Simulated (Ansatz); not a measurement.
Te$_{2}$W:
```cif
data_Te4W2
_chemical_formula_sum 'Te4 W2'
_space_group_name_H-M_alt 'P63/mmc'
_space_group_IT_number 194
_space_group_name_Hall '-P 6c 2c'
_cell_length_a 3.47541
_cell_length_b 3.47541
_cell_length_c 13.83177
_cell_angle_alpha 90.000
_cell_angle_beta 90.000
_cell_angle_gamma 120.000
loop_
_atom_site_label
_atom_site_type_symbol
_atom_site_symmetry_multiplicity
_atom_site_Wyckoff_symbol
_atom_site_fract_x
_atom_site_fract_y
_atom_site_fract_z
_atom_site_occupancy
Te1 Te 4 f 0.66667 0.33333 0.11959 1
W1 W 2 c 0.33333 0.66667 0.25000 1
```

Relaxed with LDA.

Problem. Tabulate the valence density and the electron localisation function along the shortest W–W contact (3.48 Å), DFT-LDA in the program Ansatz with PAW potentials.

Solution. 

| distance from W (Å) | density (e/Å³) | ELF |
|---|---|---|
| 0.35 | 5.33 | 0.46 |
| 0.52 | 4.59 | 0.71 |
| 0.70 | 2.75 | 0.67 |
| 0.87 | 1.23 | 0.44 |
| 1.04 | 0.53 | 0.23 |
| 1.22 | 0.31 | 0.20 |
| 1.39 | 0.23 | 0.27 |
| 1.56 | 0.20 | 0.34 |
| 1.74 | 0.19 | 0.38 |
| 1.91 | 0.20 | 0.34 |
| 2.09 | 0.23 | 0.27 |
| 2.26 | 0.31 | 0.20 |
| 2.43 | 0.53 | 0.23 |
| 2.61 | 1.23 | 0.44 |
| 2.78 | 2.75 | 0.67 |
| 2.95 | 4.59 | 0.71 |
| 3.13 | 5.33 | 0.46 |

The density is the valence pseudo-density with augmentation charge, so density and ELF within about 1 Å of a nucleus are not all-electron values.

Space group P6_3/mmc. The first step of the workflow began from a Materials Project structure, measured or hypothetical; the Crystallography Open Database copy checked does not list it. COD files the formula under space group No. 31, so this cell is another polymorph or a model. Its standing as an ambient phase is unchecked. Symmetry was held in the LDA relaxation; whether a distortion lowers the energy is not shown. The run is not spin-polarised. A crystal of weakly bound layers computed without a dispersion correction: the cell and the soft elastic constants depend strongly on that. Spin–orbit coupling is left out wherever it is not named.

Potentials: the later of the program's two PAW sets.
